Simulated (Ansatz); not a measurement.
Tc:
```yaml
crystal:
  lattice:
    - [2.73656, 0.00000, 0.00000]
    - [-1.36828, 2.36993, 0.00000]
    - [0.00000, 0.00000, 4.38074]
  atoms:
    - { symbol: Tc, position: [0.33333, 0.66667, 0.75000] }
    - { symbol: Tc, position: [0.66667, 0.33333, 0.25000] }
```

Relaxed with r²SCAN. Special points in fractions of this cell's reciprocal vectors: Γ (0.000, 0.000, 0.000); M (0.500, 0.000, 0.000); K (0.333, 0.333, 0.000); A (0.000, 0.000, 0.500); L (0.500, 0.000, 0.500); H (0.333, 0.333, 0.500).

Question: List the band energies nearest the Fermi level at these points for r²SCAN in the plane-wave PAW code Ansatz.

Answer: In eV from the Fermi level; about four levels below and three above (degenerate sets whole), none deeper than 8.9 eV; … stands for higher levels left out; points with the same levels are listed once.

```csv
k,below,above
Γ,-0.85 -0.85 -0.12 -0.12,1.74 …
M,-1.98 -1.19 -1.01 -0.50,3.09 3.53 3.55
K,-3.07 -1.97 -1.97 -0.03,2.46 2.46 2.90
A,-1.75 -1.75 -1.75 -1.75,…
L,-5.60 -5.60 -3.89 -3.89,0.16 0.16 1.48 1.48
H,-1.88 -1.88 -0.08 -0.08,2.76 2.76 …
```

Space group P6_3/mmc (hcp (Mg type)). Symmetry was held in the r²SCAN relaxation. No spin polarisation was allowed. Scalar-relativistic: spin–orbit coupling is off unless named, which matters more the heavier the elements.

Potentials: the earlier of the program's two PAW sets.
